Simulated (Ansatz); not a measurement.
Data:

YbSi$_{2}$:
```xyz
6
Lattice="-1.9841 1.9841 6.8526 1.9841 -1.9841 6.8526 1.9841 1.9841 -6.8526" Properties=species:S:1:pos:R:3 pbc="T T T"
Yb     1.9841     0.0000     3.4263
Yb     0.0000     0.0000     6.8526
Si     0.0000     0.0000     1.1364
Si     0.0000     1.9841     4.5627
Si     0.0000     1.9841     2.2899
Si     0.0000     0.0000    12.5688
```

This is the PBEsol-relaxed structure.

Task: All from plane-wave PAW PBEsol (Ansatz code), unless another level is named. Predict the electronic character.

Result: metallic (no gap).

Task: And the formation energy from the elements (no fitted shifts)?

Result: -578 meV/atom.

Task: Give the density of states at the Fermi level.

Result: 0.39 states/eV per atom (mean over ±0.08 eV).

Space group I4_1/amd. The first step of the workflow began from a Materials Project structure, measured or hypothetical; the Crystallography Open Database copy checked does not list it. COD files the formula under space group No. 191. Its standing as an ambient phase is unchecked. The cell was relaxed with PBEsol under the symmetry of its start; whether a distortion lowers the energy is not shown. No spin polarisation was allowed. The 4f shell is in the valence. No Hubbard U is applied. The references are the lowest solids computed at this level, not always the standard phases. Spin–orbit coupling is left out wherever it is not named.

Potentials: the later of the program's two PAW sets.
